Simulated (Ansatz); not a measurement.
AlClO:
```yaml
crystal:
  lattice:
    - [3.11181, 0.00000, 0.00000]
    - [0.00000, 3.59677, 0.00000]
    - [0.00000, 0.00000, 7.64061]
  atoms:
    - { symbol: Al, position: [0.50000, 0.00000, 0.89306] }
    - { symbol: Al, position: [0.00000, 0.50000, 0.10694] }
    - { symbol: Cl, position: [0.00000, 0.00000, 0.67523] }
    - { symbol: Cl, position: [0.50000, 0.50000, 0.32477] }
    - { symbol: O, position: [0.50000, 0.50000, 0.94976] }
    - { symbol: O, position: [0.00000, 0.00000, 0.05024] }
```

Relaxed with LDA.

Q: Map the electron localisation function on the plane through (0.500, 0.000, 0.893) spanned by u = [1, 0, 0] and v = [0, 0, 1] in lattice vectors, from the program Ansatz at the LDA level (PAW).

A: x is the fraction of u, y of v (the angle between them is 90°; rows are the nearest grid lines); atoms in the plane: Al at (0.00, 0.00), Cl at (0.50, 0.78), O at (0.50, 0.16).
```
|    .::...::.    |
|   -++=====++-   |
| .=#%%#####%%#=. |
|:-#@@@@@%@@@@@#-:|
|.:*@@@%+=+%@@@*:.|
|.:*%@@#-:-#@@%*:.|
| .+%@@@%#%@@@%+. |
|  -*%@@@@@@@%*-  |
|  .=#%@@@@@%#=.  |
|    .-+***+-.    |
|                 |
|                 |
|                 |
|                 |
|                 |
|                 |
|     .:---:.     |
|   .-*#%%%#*-.   |
|  :+#%%%%%%%#+:  |
| .-*%%%*=*%%%*-. |
| .=#@@%*=*%@@#=. |
|  :*%@@@@@@@%*:  |
|   =##%%%%%##=   |
|    .::...::.    |
```
Scale: ten equal steps from 0.004 (start of ' ') to 0.900 (end of '@'), in the order ' .:-=+*#%@'; x runs from 0.000 to 1.00, y from 0.000 (bottom) to 1.00 (top).

The density is the valence pseudo-density with augmentation charge, so density and ELF within about 1 Å of a nucleus are not all-electron values.

Space group Pmmn. The first step of the workflow began from a Materials Project structure, measured or hypothetical; the Crystallography Open Database files this formula in space group No. 59, but the cells were not matched. Its standing as an ambient phase is unchecked. Symmetry was held in the LDA relaxation; whether a distortion lowers the energy is not shown. A crystal of weakly bound layers computed without a dispersion correction: the cell and the soft elastic constants depend strongly on that.

Potentials: the later of the program's two PAW sets.
